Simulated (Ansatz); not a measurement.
Consider the following.

MgS:
Space group Fm-3m (No. 225); a = 5.1294 Å, b = 5.1294 Å, c = 5.1294 Å, α = 90.00°, β = 90.00°, γ = 90.00°

| atom | site | symmetry | x | y | z |
|---|---|---|---|---|---|
| Mg | 4a | m-3m | 0.0000 | 0.0000 | 0.0000 |
| S | 4b | m-3m | 0.5000 | 0.5000 | 0.5000 |
(The calculation used a cell of 2 atoms; values per cell refer to that cell.)

This is the LDA-relaxed structure.

### Question
All from LDA (plane waves, PAW; program Ansatz), unless another level is named. Give the electronic dielectric constant ε∞ (DFPT).

### Answer
5.58.

### Question
What about the static dielectric constant ε0 (ions relaxed, cell fixed)?

### Answer
14.4.

### Question
What about the Born charges (a third of the trace)?

### Answer
Mg +2.30, S -2.30 e.

The LDA relaxation kept the symmetry of its start.

Potentials: the earlier of the program's two PAW sets. The files were generated under PBE; for other functionals the program regenerates the frozen cores, and for LDA and PBEsol the local potential too.
